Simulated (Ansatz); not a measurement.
Here is an unrelaxed guess for MgCd₂Se₃.

```cif
data_structure
_symmetry_space_group_name_H-M 'P 1'
_symmetry_Int_Tables_number 1
_cell_length_a 4.1339
_cell_length_b 4.1339
_cell_length_c 20.2395
_cell_angle_alpha 90.000
_cell_angle_beta 90.000
_cell_angle_gamma 120.000
_cell_volume 299.53
loop_
_atom_site_label
_atom_site_type_symbol
_atom_site_fract_x
_atom_site_fract_y
_atom_site_fract_z
_atom_site_occupancy
Mg1 Mg 0.66667 0.33333 0.33333 1
Mg2 Mg 0.33333 0.66667 0.83333 1
Cd1 Cd 0.66667 0.33333 0.00000 1
Cd2 Cd 0.66667 0.33333 0.66667 1
Cd3 Cd 0.33333 0.66667 0.16667 1
Cd4 Cd 0.33333 0.66667 0.50000 1
Se1 Se 0.66667 0.33333 0.12500 1
Se2 Se 0.66667 0.33333 0.45833 1
Se3 Se 0.66667 0.33333 0.79167 1
Se4 Se 0.33333 0.66667 0.29167 1
Se5 Se 0.33333 0.66667 0.62500 1
Se6 Se 0.33333 0.66667 0.95833 1
```

These are results of DFT PBE, scalar-relativistic, plane waves, PAW in Ansatz 0.2.0, not measurements. Settings: cutoff 420 eV, Γ-centred mesh 6×6×1 on the computed 12-atom cell, Gaussian smearing of 0.10 eV; no spin polarisation.

The zero of energy is the elements' standard structures at the same level; no fitted shifts are applied.

**Question.** What does a single point on this coarse mesh give?

**Answer.** The pressure is 9.2 GPa (the mean over three directions, positive in compression), the largest force is 0.75 eV/Å, and the energy is −0.73 eV/atom against the elements. The shortest distance is 2.53 Å.

**Question.** Is it a good guess?

**Answer.** A fair one: relaxing gains about 0.11 eV/atom in 8 ionic steps and ends at −0.837 eV/atom on the finer mesh. The symmetry stays P6_3mc (No. 186). The volume per atom grows by 15.4 %, from 25.0 to 28.8 Å³. The shortest distance goes from 2.53 Å (Cd–Se and Mg–Se) to 2.61 Å (Mg–Se). Conventional cell: a = 4.342 Å, c = 21.169 Å. Mg has 4 Se at 2.61–2.62 Å; around Cd on its first site lie 4 Se at 2.67–2.68 Å; Se on its first site is surrounded by 4 Cd at 2.67–2.68 Å; 3 more sites not described.

The last run used a 6×6×2 mesh (in the run's order of axes) for its 12-atom cell and Gaussian smearing of 0.02 eV. The reference form of Se is held partly by dispersion forces, which this level lacks. The relaxation can't lower the symmetry of the start, and the grade says only how near the guess is to its own end. A structure relaxed within its symmetry needn't be a true minimum.
